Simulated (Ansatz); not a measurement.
**Pb: frozen-core PAW against all-electron methods**

```
Pb
1.0
     0.00000    3.43900    3.43900
     3.43900    0.00000    3.43900
     3.43900    3.43900    0.00000
Pb
2
Direct
  0.00000 0.00000 0.00000
  0.25000 0.25000 0.25000
```

Atoms are numbered in the order listed.

The cell is the one relaxed in the Materials Project (mp-1247117), not relaxed further here; entries there can be hypothetical.

No spin–orbit coupling, which matters for the heavy atoms here.

Levels of theory: DFT, LDA, PAW with Ansatz's default frozen-core files, scalar-relativistic (Ansatz 0.2.0); DFT, LDA, all-electron LAPW, scalar-relativistic (Ansatz 0.2.0).

For PAW: a Γ-centred 8×8×8 k mesh, Fermi–Dirac smearing of 0.05 eV, cutoff 420 eV, no spin polarisation; the PAW files were made with PBE, and the program remakes their frozen cores for this functional. LAPW targets a basis error of 0.25 meV/atom. The Ansatz runs share mesh, smearing and spin set-up. Plane-wave (PAW) pressures include the program's estimate of the Pulay term.

Stress and pressure are positive in compression.

Levels count from the Fermi level.

PAW results:

| quantity | PAW |
| --- | --- |
| pressure (GPa) | -0.74 |
| highest filled level at K (eV) | -1.692 |
| lowest empty level at K (eV) | 0.898 |
| highest filled level at Γ (eV) | -4.081 |
| lowest empty level at Γ (eV) | 0.351 |
| highest filled level at L (eV) | -0.798 |
| lowest empty level at L (eV) | 3.469 |

**Question.** What does LAPW (all electrons) give for the same quantities?

**Answer.** 
```json
{"quantity": "pressure (GPa)", "LAPW": "-0.74"}
{"quantity": "highest filled level at K (eV)", "LAPW": "-1.692"}
{"quantity": "lowest empty level at K (eV)", "LAPW": "0.900"}
{"quantity": "highest filled level at Γ (eV)", "LAPW": "-4.076"}
{"quantity": "lowest empty level at Γ (eV)", "LAPW": "0.351"}
{"quantity": "highest filled level at L (eV)", "LAPW": "-0.799"}
{"quantity": "lowest empty level at L (eV)", "LAPW": "3.469"}
```
